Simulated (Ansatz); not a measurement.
# Quadrupolar parameters in NaTiPO5

The cell is a computed structure from the Materials Project (it need not be an observed phase), atoms as given.

```cif
data_NaTiPO5
_symmetry_space_group_name_H-M 'P2_1/c'
_symmetry_Int_Tables_number 14
_cell_length_a 6.7261
_cell_length_b 8.5828
_cell_length_c 7.2103
_cell_angle_alpha 90.000
_cell_angle_beta 115.387
_cell_angle_gamma 90.000
loop_
_atom_site_label
_atom_site_type_symbol
_atom_site_symmetry_multiplicity
_atom_site_Wyckoff_symbol
_atom_site_fract_x
_atom_site_fract_y
_atom_site_fract_z
Na Na 4 e 0.7505 0.0790 0.2275
Ti Ti 4 e 0.7515 0.7427 0.9831
P P 4 e 0.2504 0.5706 0.7506
O13 O 4 e 0.7523 0.6824 0.7520
O17 O 4 e 0.3373 0.4667 0.6234
O21 O 4 e 0.1590 0.4687 0.8751
O25 O 4 e 0.0695 0.8180 0.1042
O29 O 4 e 0.4365 0.8217 0.3992
```

One atom of each set is listed.

The numbers come from a DFT calculation in Ansatz (PBE, plane waves and PAW, scalar-relativistic, 420 eV cutoff, Γ-centred 4×3×3 k-points, Fermi–Dirac smearing 0.02 eV).

C_Q = eQV_zz/h, which is 24.18 MHz for Q = 1 b and V_zz = 10²¹ V/m²; η = (V_xx − V_yy)/V_zz.

23Na: I = 3/2, Q = 104.0 mb; ⁴⁹Ti: I = 7/2, Q = 247.0 mb; ¹⁷O: I = 5/2, Q = -25.58 mb. Q values from Pyykkö, Mol. Phys. 116, 1328 (2018).

```
site  atoms                                                          first shell  V_xx, V_yy, V_zz (10²¹ V/m²)     η  C_Q (MHz)
  Na      4                               7 O at 2.25–2.83 Å; also 1 O at 3.23 Å             0.17, 1.20, -1.37  0.75      -3.44
  Ti      4                                                   6 O at 1.75–2.06 Å            3.66, 6.73, -10.39  0.30      -62.1
   P      4                                                   4 O at 1.55–1.56 Å            0.047, 0.49, -0.53  0.83          –
 O13      4              2 Ti at 1.75–2.04 Å, 1 Na at 2.25 Å; also 1 P at 3.33 Å             0.16, 0.75, -0.91  0.64      0.565
 O17      4  1 P at 1.56 Å, 1 Ti at 2.06 Å, angle 129°; also 2 Na at 2.53–2.58 Å            -3.88, -5.72, 9.60  0.19      -5.94
 O21      4  1 P at 1.56 Å, 1 Ti at 2.04 Å, angle 133°; also 2 Na at 2.52–2.83 Å            -3.94, -5.72, 9.66  0.18      -5.97
 O25      4  1 P at 1.55 Å, 1 Ti at 2.04 Å, angle 149°; also 2 Na at 2.43–3.23 Å            -4.28, -5.61, 9.89  0.14      -6.12
 O29      4       1 P at 1.56 Å, 1 Ti at 2.01 Å, angle 143°; also 1 Na at 2.40 Å            -4.17, -5.67, 9.84  0.15      -6.09
```

At O17, O21, O25 and O29 V_zz points along the shorter of its two bonds, to P (within 8°) in each case. At Ti V_zz points along its shortest bond, to O (within 4°).

P has no stable isotope with a ground-state quadrupole moment in the table, so no C_Q is given.

Hardware: 1 thread of Arm Neoverse V1 (aarch64; 8 cores open to the job, memory cap 2.5 GiB, no GPU), a shared host with a load of 0.3 a core. Wall time 1.9 min, CPU time 1.9 min, peak memory 1 GiB.
